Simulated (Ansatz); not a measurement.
## fluorite-structured YbSe₂

Method: PBEsol, scalar-relativistic; collinear spin; PAW, 420 eV, 8×8×8 k-mesh, Gaussian smearing of 0.05 eV; code Ansatz; PAW files: Ansatz's generated set soft_2.

```
Yb Se
1.0
     0.00000    3.34029    3.34029
     3.34029    0.00000    3.34029
     3.34029    3.34029    0.00000
Yb Se
1 2
Cartesian
  0.0000 0.0000 0.0000
  1.6701 1.6701 1.6701
  5.0104 5.0104 5.0104
```

The structure was built from a prototype; whether the compound forms in it isn't claimed.

Magnetic state: non-magnetic, site spin moments none.

Cell and atoms are those of this level's equilibrium.

The cell has space group Fm-3m (read at 0.01 Å). In it the stress is 0.00, 0.00, 0.00, 0.00, 0.00, 0.00 GPa and the largest force component 0.000 eV/Å. Each change below starts from this cell, without further relaxation. Stress is in GPa, positive in compression, in the order xx, yy, zz, yz, xz, xy; energies are counted from the cell above and are free energies with the smearing's entropy, which match forces and stress in a metal.

Question: What happens when atom 3 (Se) is moved by 0.20 Å along x?

Answer: The energy changes by 80.3 meV per cell, and the force on it along the shift is -0.769 eV/Å (−F/u = 3.84 eV/Å²). Stress: -0.65, 1.22, 1.22, 1.93, 0.00, 0.00.
```
atom  Fx (eV/Å)     Fy     Fz
 Yb1      0.505  0.000  0.000
 Se2      0.264  0.000  0.000
 Se3     -0.769  0.000  0.000
```
In a harmonic crystal the energy would rise by −½F·u = ½ × 3.84 × 0.20² eV = 76.9 meV, close to the run's value; the rest is anharmonic or numerical.

Question: What stress follows from an engineering strain of 1 % in xx, atoms carried along?

Answer: 0.60, -1.15, -1.15, 0.00, 0.00, 0.00 GPa; the energy changes by -1.5 meV per cell.
The stress across the strain changes more than along it (C12 over C11 with clamped atoms), which a stable cubic crystal can't show: the cell is unstable or the mesh too coarse.
The stress changes with the wrong sign for a stable crystal (a clamped-atom constant of about -60 GPa), so the cell is unstable against this strain on this mesh; in a metal a finer mesh can change the sign.

Without a U the 4f levels of Yb lie too near the Fermi level, so their share of the states there, and what hangs on it, is overstated. These numbers lack spin–orbit coupling. The starting moments died out; a magnetic state reached from other starts isn't excluded. A displaced or strained copy of the relaxed cell lay 0.6 meV/atom lower, so on this mesh the structure isn't a minimum; in a metal a finer mesh can change so small a difference.
